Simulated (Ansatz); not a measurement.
What DFT gives for Mg2CuSb2

```
Sb Mg Cu
1.0
     4.41312    0.00000    0.00000
    -2.20656    3.82187    0.00000
     0.00000    0.00000    7.39704
Sb Mg Cu
2 2 1
Direct
  0.33330 0.66670 0.26000
  0.66670 0.33330 0.74000
  0.33330 0.66670 0.62000
  0.66670 0.33330 0.38000
  0.00000 0.00000 0.00000
```

Single point in Ansatz 0.2.0 with PBE, no spin polarisation. Cutoff 420 eV, PAW datasets, 9×9×5 Γ-centred k mesh, fermi-dirac filling (width 0.1 eV).

Task: Is there a gap?

Result: It is a metal, with about 3.2 states/eV a cell as the mean within 0.25 eV of the Fermi level, mostly Sb p (77 %) and Cu d (15 %).

Task: What is the formation energy?

Result: 0.23 eV an atom against the elements' usual phases (free molecules for gases, crystals otherwise, with no correction for O₂ or N₂), so at this geometry it isn't bound against them. Relaxing would lower it.

Task: Is the cell too large or too small?

Result: The pressure is 4.5 GPa (compression positive), so with the atoms held at these fractions the cell would first expand; the forces are large, so a full relaxation may end otherwise. The principal stresses 3.7, 4.9, 4.9 GPa differ, so its shape would change too.

Task: Where is the largest force?

Result: The largest is on Sb1 (and as large on other atoms): 2.53 eV/Å, components (0.00, 0.00, -2.53). It makes 180° with the line to a nearest neighbour, Mg3 at 2.66 Å, pointing away from it.

Origin: a known structure type with other elements, at an estimated volume, so it need not be a known compound. Caveats: atoms or cell far from equilibrium.
